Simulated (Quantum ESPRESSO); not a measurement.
## Calculated data, AlSi6As (made-up cell)

Computed with Quantum ESPRESSO 7.5. Calculation on a made-up crystal cell, not a measurement: periodic Kohn-Sham density functional theory in plane waves with PseudoDojo standard norm-conserving scalar-relativistic pseudopotentials, each functional with its own files (v0.5 for PBE, v0.4.1 for LDA and PBEsol), no spin polarisation, no spin-orbit coupling, atoms not relaxed, stress positive in tension, energies less a fixed whole-eV offset for each atom's element; levels are Kohn-Sham levels at fractions of this cell's reciprocal vectors, counted from the reference band (half the neutral cell's valence electrons, rounded up) at Gamma; error bars cover cutoff and k-mesh only, not smearing or the files; added strain carries the atoms with the cell, and shear is the tensor component; each bar is the largest change over components, and at least 0.002 eV, 0.002 eV per angstrom or 0.02 GPa; energies are for the whole cell, and the offsets were chosen from early runs and are not element reference energies.

Entry: AlSi6As (made-up cell)

```
CELL_PARAMETERS angstrom
5.58610 0.04450 0.02800
0.04450 5.58680 -0.07790
0.02800 -0.07790 5.58320
ATOMIC_POSITIONS crystal
Si 0.99623 0.99943 0.99946
Si 0.99644 0.48376 0.51210
Si 0.51386 0.99875 0.50659
Si 0.51487 0.52001 0.98348
Si 0.23660 0.25059 0.27491
Si 0.25733 0.75153 0.75735
As 0.73690 0.25864 0.75950
Al 0.73675 0.74047 0.24156
```

| Item | Value |
| --- | --- |
| lattice type | zincblende/diamond |
| functional | pbe |
| cutoff | 1143 eV |
| fermi dirac smearing | 0.1 eV |
| scf tolerance | 1e-07 eV |
| electrons removed | 0 |
| k mesh | 6 x 6 x 6, shifted by half a step |
| free energy less offsets | 2.479 eV |
| smearing term minus ts | -0.02082 eV |
| scf iterations | 10 |
| pressure | 1.001 GPa |
| stress xx | -0.4545 GPa |
| stress yy | -1.026 GPa |
| stress zz | -1.522 GPa |
| stress yz | -4.649 GPa |
| stress xz | 1.349 GPa |
| stress xy | 2.38 GPa |
| fermi level | 0.07953 eV |
| reference band | 21 |
| error bar energy | 0.002 eV |
| error bar stress | 0.02 GPa |
| error bar force | 0.00235 eV/Å |
| error bar next band up | 0.002 eV |
| error bar fermi level | 0.002 eV |
| error bars from | tighter rerun of this cell |

Atoms:
```tsv
atoms element	atom site	atom energy offset (eV)
Si	1	-115
Si	2	-115
Si	3	-115
Si	4	-115
Si	5	-115
Si	6	-115
As	7	-2887
Al	8	-64
```

Forces:
```tsv
site	x (eV/Å)	y (eV/Å)	z (eV/Å)
1	0.4617	-0.04464	0.9824
2	-0.1021	1.899	-0.1189
3	-1.662	-0.08782	-0.357
4	-2.737	-0.5665	1.316
5	1.325	-0.6912	-1.412
6	-0.4671	0.1962	-0.9087
7	1.278	-1.22	-0.5483
8	1.904	0.5149	1.046
```

Levels:
```tsv
level k point	next band up (eV)
Gamma	0.1247
(1/2,1/2,1/2)	-0.05284
(0.15,0,0)	0.2578
(0,0.15,0)	0.22
(0,0,0.15)	0.1566
```
